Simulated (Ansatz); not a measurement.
The elements of this relaxed trial crystal are hidden behind letters.

```
lattice vectors (Å)
  -3.1506    3.1506    6.2909
   3.1506   -3.1506    6.2909
   3.1506    3.1506   -6.2909
fractional positions
X 0.1101 0.6318 0.0000
X 0.6318 0.1101 0.0000
X 0.3682 0.3682 0.4784
X 0.8899 0.8899 0.5216
Z 0.5000 0.5000 0.0000
Q 0.7500 0.2500 0.5000
Q 0.2500 0.7500 0.5000
Q 0.0000 0.0000 0.0000
```

These are results of Ansatz 0.2.0, DFT PBE, scalar-relativistic, plane waves, PAW, not measurements. Cutoff 420 eV, Γ-centred 8×8×8 mesh (8-atom cell), Gaussian smearing of 0.10 eV, no spin polarisation.

- Space group: I-42m (No. 121)
- Conventional cell: a = 6.301 Å, c = 12.582 Å
- Volume per atom: 31.22 Å³
- Density: 5.36 g/cm³
- Energy over the elements: −0.20 eV/atom
- Gap on the 8×8×8 mesh of the 8-atom cell: 0 eV (the bands meet within 0.015 eV)

Energies are uncorrected and count from the elements' standard states at the same level.

Problem. X is a p-block element of period 5, Z is a p-block element of period 5 and Q is a p-block element of period 4. Which elements are they?

Solution. X = In, Z = Sb, Q = As, so the formula is In4SbAs3. Density times volume gives a mean mass of 5.36 × 31.22/1.6605 = 100.8 u per atom, and this set has 100.7 u. In has 3 As at 2.68–2.70 Å and 1 Sb at 2.84 Å; around Sb lie 4 In at 2.84 Å; As on a site of symmetry -4 is surrounded by 4 In at 2.70 Å; 1 more site not described. Other sets within the hints have nearly the same mass, so mass alone doesn't settle it; this one was computed.

Spin–orbit coupling, which can matter for Sb, is left out. The zero gap may come from the functional, which often closes small gaps. Symmetry constrained the relaxation, so the result can be a saddle point.
